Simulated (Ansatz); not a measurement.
Values for one crystal, relaxed and computed with plane-wave PAW r²SCAN (Ansatz code); other levels are named.

```yaml
volume_per_atom: 12.48 Å³
band_gap: 1.76 eV (indirect)
Poisson's ratio: 0.39
electron_effective_mass: 0.56, 0.56, 2.2 mₑ (principal values)
Young's modulus: 71.8 GPa
conduction_band_minimum: on the Γ–P line, 23 % of the way from Γ (8 equivalent valleys)
smallest_direct_gap_on_the_standard_path: 3.01 eV
```

**Question.** Which compound is it?
A) B, I4_132 (B on 8a)
B) C, I4/mmm (C on 8h)
C) C, R-3m (C on 6c, C on 6c, C on 6c)
D) Ge, diamond

**Answer.** A, B, I4_132 (B on 8a)

The start of the workflow was typed in or built on a structure type; neither database checked (COD, Materials Project) lists it. It is not the phase usual at ambient conditions (space group No. 166). The cell was relaxed with r²SCAN under the symmetry of its start; its stability against distortions is not shown here.

Potentials: the earlier of the program's two PAW sets.
